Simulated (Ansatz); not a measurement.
Level: PBE, no spin polarisation; 420 eV; 5×5×5 Γ-centred mesh; fermi-dirac occupations (width 0.0106 eV); Ansatz 0.2.0, fixed geometry.

Computed maps in the lattice plane spanned by a (left to right, 7.13 Å, 22 points from zero) and b (bottom to top, 7.13 Å, 22 points from zero), 90° apart, at height 0.000 along c. The fields are smooth PAW ones with compensation charges, not the true ones near nuclei.

Valence density. Digits on a logarithmic scale: 0 up to 0.03 e/Å³, each further digit a factor of 1.6, 9 from 1.3 e/Å³ up:
```
9997544321000123445799
9977666543101345666779
7777788764212467887777
5567888875323578888765
4468856886323688658864
3468865886323688568864
2357888875323578888753
1246788764212467887642
0134566542000245665431
0012333320000023333210
0001222210000012222100
0012333320000023333210
0134566542000245665431
1246788764212467887642
2357888875323578888753
3468865886323688568864
4468856886323688658864
5567888875323578888765
7777788764212467887777
9977666543101345666779
9997544321000123445799
9997543210000012345799
```

ELF. Ten even steps from '0' (0.00) to '9' (1.00):
```
0044322211000112223440
3444567764101467765444
4446788886101688887644
2357734887202788437753
1268300488303884003862
0278400387303783004872
0278843787202787348872
0168888875101578888861
0146787752000257787641
0011233210000012332110
0000000000000000000000
0011233210000012332110
0146787752000257787641
0168888875101578888861
0278843787202787348872
0278400387303783004872
1268300488303884003862
2357734887202788437753
4446788886101688887644
3444567764101467765444
0044322211000112223440
9034210000000000012430
```

Problem. The cell is Na₂TeBr₆. Which atoms lie within 0.2 Å of this plane, and where (fractions of a and b)?

Solution. Te at (0.00, 0.00), Br at (0.25, 0.25), Br at (0.25, 0.75), Br at (0.75, 0.75), Br at (0.75, 0.25). The whole cell:
```xyz
9
Lattice="0.0000 7.1297 0.0000 7.1297 0.0000 0.0000 3.5649 3.5649 -5.0415" Properties=species:S:1:pos:R:3 pbc="T T T"
Te    0.0000    0.0000    0.0000
Na    7.1297    3.5649   -2.5208
Na    3.5649    7.1297   -2.5208
Br    3.5649    3.5649   -2.5208
Br    7.1297    7.1297   -2.5208
Br    1.7896    1.7896    0.0000
Br    5.3402    1.7896    0.0000
Br    5.3402    5.3402    0.0000
Br    1.7896    5.3402    0.0000
```

Origin: a known structure type with other elements, at an estimated volume, so it need not be a known compound. Caveats: atoms or cell far from equilibrium.
